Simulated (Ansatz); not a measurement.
The end point of a relaxation of Mg2Si. Space group Fm-3m (No. 225), AFLOW prototype AB2_cF12_225_a_c (C1, as in CaF2). All values below come from PBEsol (plane waves to 420 eV, PAW, scalar-relativistic; Ansatz, a quantum-chemistry and plane-wave program).

```xyz
3
Lattice="0.0000 3.1627 3.1627 3.1627 0.0000 3.1627 3.1627 3.1627 0.0000" Properties=species:S:1:pos:R:3 pbc="T T T"
Mg     4.7440     4.7440     4.7440
Mg     1.5813     1.5813     1.5813
Si     0.0000     0.0000     0.0000
```

### Question
Give the band gap at the level PBEsol.

### Answer
0.11 eV, indirect (valence top at Γ, conduction bottom at X) (no spin-orbit coupling).

### Question
Estimate the smallest direct gap that PBEsol returns for this input.

### Answer
1.88 eV at Γ.

No spin polarisation in the result.

The run could not lose the symmetry of its start.

All atoms sit on sites fixed by symmetry, so only the cell could relax.

The first start was generated by a random draw of sites in a space group. A measured structure of Mg2Si has the same space group, Fm-3m (No. 225); the sites were not compared with it.
